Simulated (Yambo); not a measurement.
G0W0@PBEsol for MgI2 (CdI2 type, space group P-3m1, No. 164) in Yambo. Reference settings: 3×3×2 Γ-centred k mesh, bands 9 to 298 and a 7 Ry block in the screening, 298 bands in G with the Bruneval-Gonze terminator, plasmon pole fitted at 27.2 eV. The PBEsol gap Γ → Γ on this mesh is 3.27 eV; G0W0 gaps are taken between the same points.

The settings were changed. The gap went from 4.93 eV to 4.90 eV, and the shift of the valence edge from -1.04 eV to -0.94 eV.

Which change was made?
A) no random integration
B) 188 bands in W, 188 bands in G
C) 188 bands in G, no terminator
D) 3 Ry block

B, 188 bands in W, 188 bands in G. The others gave (gap, valence shift): no random integration: 4.87, -0.84 eV; 3 Ry block: 4.66, -0.74 eV; 188 bands in G, no terminator: 4.89, -0.84 eV.

Spin-orbit coupling is included.

Geometry relaxed with PBE+D3(BJ); primitive cell a = b = 4.1255 Å, c = 6.8268 Å, α = β = 90.00°, γ = 120.00°.

A shift is the quasiparticle energy of the state minus its PBEsol energy.
